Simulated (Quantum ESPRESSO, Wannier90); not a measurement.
# HgSe (zinc blende): Wannier90 run

Materials Project entry mp-820; symmetrised, unrelaxed at this level. COD (Crystallography Open Database) has an entry of this formula and space group (matched by these alone). Method: PBE plane waves in Quantum ESPRESSO 7.5 (PseudoDojo norm-conserving files, 69 Ry, no spin polarisation, no spin-orbit coupling), Bloch states on a 8×8×8 mesh through Γ, Wannier90 4.0.1. Density: 8×8×8 mesh, Gaussian smearing 0.01 Ry. Spin-orbit coupling is left out although heavy elements are present.

```
begin unit_cell_cart
ang
    0.0000000000    3.0963250000    3.0963250000
    3.0963250000    0.0000000000    3.0963250000
    3.0963250000    3.0963250000    0.0000000000
end unit_cell_cart
mp_grid = 8 8 8
```

Which shells of neighbouring k-points and which b-vectors and weights does Wannier90 pick for this cell and mesh?


```
 *---------------------------------- K-MESH ----------------------------------*
 +----------------------------------------------------------------------------+
 |                    Distance to Nearest-Neighbour Shells                    |
 |                    ------------------------------------                    |
 |          Shell             Distance (Ang^-1)          Multiplicity         |
 |          -----             -----------------          ------------         |
 |             1                   0.219672                      8            |
 |             2                   0.253655                      6            |
 |             3                   0.358722                     12            |
 |             4                   0.420639                     24            |
 |             5                   0.439343                      8            |
 |             6                   0.507310                      6            |
 |             7                   0.552828                     24            |
 |             8                   0.567190                     24            |
       ... (lines left out)
 +----------------------------------------------------------------------------+
 | The b-vectors are chosen automatically                                     |
 | The following shells are used:                       1                     |
 +----------------------------------------------------------------------------+
 |                        Shell   # Nearest-Neighbours                        |
 |                        -----   --------------------                        |
 |                          1               8                                 |
 +----------------------------------------------------------------------------+
 | Completeness relation is fully satisfied [Eq. (B1), PRB 56, 12847 (1997)]  |
 +----------------------------------------------------------------------------+
 |                  b_k Vectors (Ang^-1) and Weights (Ang^2)                  |
 |                  ----------------------------------------                  |
 |            No.         b_k(x)      b_k(y)      b_k(z)        w_b           |
 |            ---        --------------------------------     --------        |
 |             1         0.126827    0.126827   -0.126827     7.771115        |
 |             2         0.126827   -0.126827    0.126827     7.771115        |
 |             3        -0.126827    0.126827    0.126827     7.771115        |
 |             4         0.126827    0.126827    0.126827     7.771115        |
 |             5        -0.126827   -0.126827    0.126827     7.771115        |
 |             6        -0.126827    0.126827   -0.126827     7.771115        |
 |             7         0.126827   -0.126827   -0.126827     7.771115        |
 |             8        -0.126827   -0.126827   -0.126827     7.771115        |
```
